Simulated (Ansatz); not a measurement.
# Ga$_{3}$AsP$_{2}$ (I-4m2) at 2 levels of theory

One geometry, relaxed with PBE; plane waves with PAW potentials in Ansatz, scalar-relativistic. No spin polarisation. Gaps are the least over mesh and band path; pressure is positive in compression.

```
Ga P As
1.0
    -1.97353    1.97353    8.38292
     1.97353   -1.97353    8.38292
     1.97353    1.97353   -8.38292
Ga P As
3 2 1
Direct
  0.00000 0.00000 0.00000
  0.66253 0.66253 0.00000
  0.33747 0.33747 0.00000
  0.58130 0.08130 0.50000
  0.91870 0.41870 0.50000
  0.25000 0.75000 0.50000
```

```csv
level,cutoff (eV),k mesh,gap (eV),pressure (GPa)
PBE,420,10×10×10,1.04,0.0
```

Question: What comes out on the same cell with r2SCAN?

Answer:
```
 level  cutoff (eV)    k mesh  gap (eV)  pressure (GPa)
r2SCAN          500  10×10×10      1.54            -2.6
```

The cell was found from a structure generator's guess, not taken from experiment.
